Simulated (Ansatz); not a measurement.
# Formation energy of TiTe

```yaml
crystal:
  lattice:
    - [3.61150, 0.00000, 0.00000]
    - [-1.80575, 3.12765, 0.00000]
    - [0.00000, 0.00000, 7.21952]
  atoms:
    - { symbol: Ti, position: [0.00000, 0.00000, 0.00000] }
    - { symbol: Ti, position: [0.00000, 0.00000, 0.50000] }
    - { symbol: Te, position: [0.33333, 0.66667, 0.25000] }
    - { symbol: Te, position: [0.66667, 0.33333, 0.75000] }
```

The cell comes from a relaxation on PAW files under the same functional, begun from a database entry that needn't be the ground state.

Computed with Ansatz 0.2.0; functional PBEsol, scalar-relativistic. Settings: a Γ-centred 11×11×6 k mesh, Fermi–Dirac smearing of 0.05 eV, no spin polarisation. Methods: LAPW: all electrons, basis error target 0.5 meV/atom; PAW: frozen-core files, cutoff 420 eV; norm-conserving: pseudopotentials, cutoff 1143 eV.

The elements are taken as Te trigonal Te, Ti hcp, each relaxed on PAW files under the same functional and computed by the same method as the compound; zero-point and thermal terms are left out. The functional lacks long-range dispersion, which matters for the layered or molecular reference states.

Spin–orbit coupling is left out, which matters for the heavy atoms. The PAW files were made under PBE. The norm-conserving files are those that the library serves for this functional.

(1) What is the formation energy by LAPW, and how far do the other methods lie from it?

(2) Give the LAPW value for one formula unit in kJ/mol.

Answers

(1) -0.692 eV/atom; PAW -0.3 meV/atom; norm-conserving -1.7 meV/atom. The compound is bound against these elements; other compounds of the system weren't compared.

(2) -0.692 eV/atom × 2 atoms × 96.485 kJ/(mol·eV) = -133.5 kJ/mol, at zero temperature and without zero-point motion.
